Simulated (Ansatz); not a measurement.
## From the elastic tensor of Mg2BeS3 to moduli and sound speeds

These are results of DFT PBE, scalar-relativistic, plane waves, PAW (Ansatz), not measurements. Plane waves to 420 eV; Γ-centred k mesh 4×4×4; fixed occupations. No spin polarisation.

Space group Cmc2_1 (No. 36), orthorhombic, a = 11.597 Å, b = 6.691 Å, c = 6.134 Å. Mg is surrounded by 4 S at 2.46–2.47 Å; Be is surrounded by 4 S at 2.13–2.15 Å; S on a site of symmetry 1 is surrounded by 1 Be at 2.13 Å and 3 Mg at 2.46–2.47 Å; S on a site of symmetry m is surrounded by 2 Be at 2.13–2.15 Å and 2 Mg at 2.46 Å.

It was reached by relaxing an invented guess, and it needn't be the stable form of this composition.

Relaxed-ion constants (GPa, on the Cartesian axes of the calculation):
```
108.7  51.1  42.5   0.0   0.0   0.0
 51.1 107.6  45.5   0.0   0.0   0.0
 42.5  45.5  97.2   0.0   0.0   0.0
  0.0   0.0   0.0  29.1   0.0   0.0
  0.0   0.0   0.0   0.0  25.9   0.0
  0.0   0.0   0.0   0.0   0.0  26.7
```

Density 2.146 g/cm³; 12 atoms in 237.97 Å³.

With S = C⁻¹: B_V = (C11+C22+C33+2(C12+C13+C23))/9, G_V = (C11+C22+C33−C12−C13−C23+3(C44+C55+C66))/15, 1/B_R = S11+S22+S33+2(S12+S13+S23), 15/G_R = 4(S11+S22+S33−S12−S13−S23)+3(S44+S55+S66); Hill is their mean. Then v_l = √((B+4G/3)/ρ), v_t = √(G/ρ), v_m = [(2/v_t³+1/v_l³)/3]^(−1/3) and Θ = (ħ/k_B)·v_m·(6π²n/V)^(1/3) for n atoms in the volume V; E = 9BG/(3B+G), ν = (3B−2G)/(2(3B+G)) and A^U = 5G_V/G_R + B_V/B_R − 6.

```
Bulk modulus, Voigt / Reuss / Hill          : 65.8 / 65.3 / 65.6 GPa
Shear modulus, Voigt / Reuss / Hill         : 28.0 / 27.9 / 27.9 GPa
Young's modulus                             : 73 GPa
Poisson ratio                               : 0.314
Pugh ratio B/G                              : 2.35 (over 1.75, the rule of thumb for ductile)
Universal anisotropy index                  : 0.03
Longitudinal and transverse sound speeds    : 6920 and 3606 m/s
Debye temperature from the mean sound speed : 444 K
```
